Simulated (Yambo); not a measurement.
**How GW settings move the gap: Sr₂RhH₅**

G0W0@PBEsol for Sr$_{2}$RhH$_{5}$ (space group I4mm, No. 107) in Yambo. Reference settings: 4×4×4 Γ-centred k mesh, bands 5 to 120 and a 6 Ry block in the screening, 120 bands in G with the Bruneval-Gonze terminator, plasmon pole fitted at 27.2 eV. The PBEsol gap X → Z on this mesh is 0.58 eV; G0W0 gaps are taken between the same points.

| change from the reference | G0W0 gap X → Z (eV) | shift of the valence edge (eV) |
|---|---|---|
| reference settings | 1.03 | -0.05 |
| 50 bands in W, 50 bands in G | 1.01 | 0.24 |
| 50 bands in G | 1.03 | 0.03 |
| 80 bands in G | 1.03 | -0.03 |
| 60 bands in W | 1.01 | 0.11 |
| 5 Ry block | 1.02 | -0.05 |

The reference isn't shown to be the converged limit. In the run with 120 bands and a 6 Ry block, which covers more k points, the smallest G0W0 gap is 0.90 eV, X → X.

Spin-orbit splittings are left out.

Geometry of the Materials Project entry, not relaxed at this level; primitive cell a = b = c = 5.411 Å, α = β = 120.91°, γ = 88.43°.

The structure is a Materials Project entry; no match was found in the copy of COD used, and its stability was not checked.

A shift is the quasiparticle energy of the state minus its PBEsol energy.
